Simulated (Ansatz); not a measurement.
**Ti: moving Ti off its site**

Ti, Im-3m, a = 3.282 Å (as given, not relaxed at this level: -6.7 GPa). This isn't the element's structure at ambient conditions. Ansatz: PBEsol, PAW, 420 eV, Γ-centred 10×10×10 mesh on 8 atoms, Gaussian smearing 0.15 eV; no spin polarisation.

```
Ti
1.0
     3.28200    3.28200   -3.28200
     3.28200   -3.28200    3.28200
    -3.28200   -3.28200   -3.28200
Ti
8
Cartesian
  -1.6410 -1.6410 -1.6410
  0.0000 0.0000 -3.2820
  0.0000 -3.2820 0.0000
  1.6410 -1.6410 -1.6410
  0.0000 0.0000 0.0000
  1.6410 1.6410 -1.6410
  1.6410 -1.6410 1.6410
  3.2820 0.0000 0.0000
```

Atom 1 (Ti) moves by x along the unit vector (0.577, 0.577, 0.577), with its periodic images; all else is held. y is the free energy of the cell over the start, F the force along the path summed over the moved atoms. Symmetry makes y even in x.

```
  x (Å) y (meV) F (eV/Å)
-0.3000        ?         ?
-0.1500     20.4      0.30
 0.0000      0.0      0.00
 0.0375      1.1     -0.06
 0.0750      4.6     -0.13
 0.1125     10.8     -0.21
 0.1875     34.0     -0.42
 0.2250     52.4     -0.57
 0.2625     76.7     -0.73
```

Question: Fit y = c2 x² + c4 x⁴ to the energies of the other rows, give the force constant, and predict energy and force of the missing row.

Answer: Least squares on the rows shown. y = 809.1 x² + 4425 x⁴. The force constant is 2 c2 = 1.62 eV/Å², for the cell as given, at -6.7 GPa (for all images moving together, not for a lone atom). The force −dy/dx at the missing row is 0.96 eV/Å (computed 0.92). At x = -0.3000 the fit asked for gives 108.7 meV. The run gave 107.6 meV, so the fit is 1.1 meV too high, 1 % of the span of the series, against an rms of 0.09 meV on the fitted rows. The row lies outside the fitted range. With a term in x⁶ added, a fit to the same known rows predicts 107.5 meV, so most of the miss is curvature that the known rows already hold.

Cost: 9 runs of about 12 core-minutes in all, on Intel Xeon Platinum 8259CL (Skylake/Cascade Lake) (shared hosts).